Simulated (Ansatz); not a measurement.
Ge:
```
CELL_PARAMETERS angstrom
      3.99763     0.00000     0.00000
     -1.99881     3.46205     0.00000
      0.00000     0.00000     6.59406
ATOMIC_POSITIONS crystal
  Ge 0.66667 0.33333 0.06285
  Ge 0.33333 0.66667 0.93715
  Ge 0.33333 0.66667 0.56285
  Ge 0.66667 0.33333 0.43715
```

This is the PBEsol-relaxed structure. Tensor components refer to the Cartesian frame of this cell.

**Question.** All from PBEsol (plane waves, PAW; program Ansatz), unless another level is named. Estimate the highest zone-centre frequency.

**Answer.** 8.55 THz.

**Question.** Give the Young's modulus.

**Answer.** 114 GPa.

**Question.** What about the elastic constants (relaxed ions, GPa)?

**Answer.** C11 = 136, C12 = 38.4, C13 = 25.4, C33 = 157, C44 = 38.3.

Space group P6_3/mmc. The first step of the workflow began from a Materials Project structure, measured or hypothetical; the Crystallography Open Database copy checked does not list it. It is not the phase usual at ambient conditions (space group No. 227). Symmetry was held in the PBEsol relaxation; whether a distortion lowers the energy is not shown. As this level gives no gap, shear constants depend on the k-mesh and smearing (Fermi–Dirac, 0.1 eV here). As this level gives no gap, phonon frequencies hold no LO–TO term and depend on the k-mesh and smearing (Fermi–Dirac, 0.1 eV here).

Potentials: the earlier of the program's two PAW sets. The files were generated under PBE; for other functionals the program regenerates the frozen cores, and for LDA and PBEsol the local potential too.
